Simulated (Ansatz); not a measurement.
La$_{2}$O$_{3}$:
```xyz
5
Lattice="3.9405 0.0000 0.0000 -1.9703 3.4126 0.0000 0.0000 0.0000 6.1880" Properties=species:S:1:pos:R:3 pbc="T T T"
La     1.9703     1.1375     4.6573
La     0.0000     2.2751     1.5307
O      1.9703     1.1375     2.1948
O      0.0000     2.2751     3.9932
O      0.0000     0.0000     0.0000
```

The program Ansatz at the PBE level (PAW) gives a gap of 3.83 eV without spin–orbit coupling, maximum on the H–A line, 26 % of the way from H, minimum at M.

What happens when spin–orbit coupling is switched on?

The gap falls by 0.01 eV, to 3.82 eV; maximum at L, minimum at M.

Give the electron effective mass with spin–orbit coupling.

0.74, 2.4, 4.4 mₑ (principal values).

Give the hole effective mass with spin–orbit coupling.

1.1, 3.0, 4.5 mₑ (principal values).

Space group P-3m1 (La2O3 or Ni2Al3 type). Symmetry was held in the PBE relaxation.

Potentials: the earlier of the program's two PAW sets.
